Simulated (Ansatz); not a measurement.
Method: Ansatz 0.2.0, DFT PBE, scalar-relativistic, plane waves, PAW. All cells share a 420 eV cutoff and Γ-centred k meshes spaced at most about 0.3 Å⁻¹ (about 0.25 or finer for metals, 2π included). No spin polarisation in the final relaxations.

All energies are static (0 K, no zero-point motion).

Two relaxed structures of Ti3Br:

A.

```
Ti Br
1.0
     3.08650    0.00000    0.00000
     0.00000    3.08650    0.00000
     0.00000    0.00000    7.89303
Ti Br
3 1
Direct
  0.00000 0.00000 0.76799
  0.00000 0.00000 0.23201
  0.50000 0.50000 0.00000
  0.50000 0.50000 0.50000
```

B.

```
Ti Br
1.0
     4.27303    2.46704    1.07983
    -4.27303    2.46704    1.07983
     0.00000   -4.93407    1.07983
Ti Br
3 1
Direct
  0.36433 0.36433 0.77851
  0.36433 0.77851 0.36433
  0.77851 0.36433 0.36433
  0.99203 0.99203 0.99203
```

**Question.** Which form is favoured at zero pressure, and by what margin per atom?

**Answer.** B is lower, by 12 meV/atom. A has space group P4/mmm (No. 123), 18.8 Å³/atom and no gap on its mesh; B has space group R3m (No. 160), 17.1 Å³/atom and no gap. Counting Ti atoms around Br (those within 1.25 times the shortest such distance or 1.15 times the sum of covalent radii; a plus sign parts nearer from farther groups), A has Br 8 and B has Br 6+3. The denser one is the lower, and pressure would at first widen the difference. In A, around Ti on a site of symmetry 4mm lie 4 Ti at 2.85 Å, 4 Br at 3.04 Å and 4 Ti at 3.09 Å; Ti on a site of symmetry 4/mmm is surrounded by 8 Ti at 2.85 Å and 4 Ti at 3.09 Å; around Br lie 8 Ti at 3.04 Å and 4 Br at 3.09 Å. In B, Ti is surrounded by 2 Br at 2.59–2.63 Å, 4 Ti at 2.79 Å, 1 Br at 2.95 Å, 6 Ti at 3.24–3.36 Å and 2 Ti at 3.54 Å; Br is surrounded by 6 Ti at 2.59–2.63 Å, 3 Ti at 2.95 Å and 2 Br at 3.24 Å. Both come from invented guesses.

For metals, differences of a few meV/atom aren't resolved. In P4/mmm, R3m an odd number of electrons in the primitive cell allows no gap without spin; a larger cell or a magnetic state could open one. Cells relaxed within their symmetry can be saddle points.
